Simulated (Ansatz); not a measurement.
Cu3PdN (anti-perovskite, Pm-3m), LDA in the plane-wave PAW code Ansatz, all energies at zero smearing, with the estimated change up to a 700 eV cutoff added, with one set of potentials and settings (totals compare only within such a set). Cell of 5 atoms (3 Cu, 1 Pd, 1 N): -26885.367 eV.

```
element                reference phase  E (eV/atom)
-------  -----------------------------  -----------
Cu          Fm-3m, 1 atoms in the cell   -6555.7242
Pd          Fm-3m, 1 atoms in the cell   -6844.5892
N        P4_2/mnm, 4 atoms in the cell    -373.6497
```

Formation energy per atom, worked out: (-26885.367 − 3×(-6555.7242) − 1×(-6844.5892) − 1×(-373.6497))/5 = 0.009 eV/atom (1 kJ per mol of atoms), at 0 K, without zero-point energy or fitted corrections.

The first step of the workflow began from a Materials Project structure, measured or hypothetical; the Crystallography Open Database copy checked does not list it. Its standing as an ambient phase is unchecked. The LDA relaxation kept the symmetry of its start; whether a distortion lowers the energy is not shown. The run is not spin-polarised. The references are the lowest solids computed at this level, not always the standard phases (solids in place of the gases).

Potentials: the later of the program's two PAW sets.
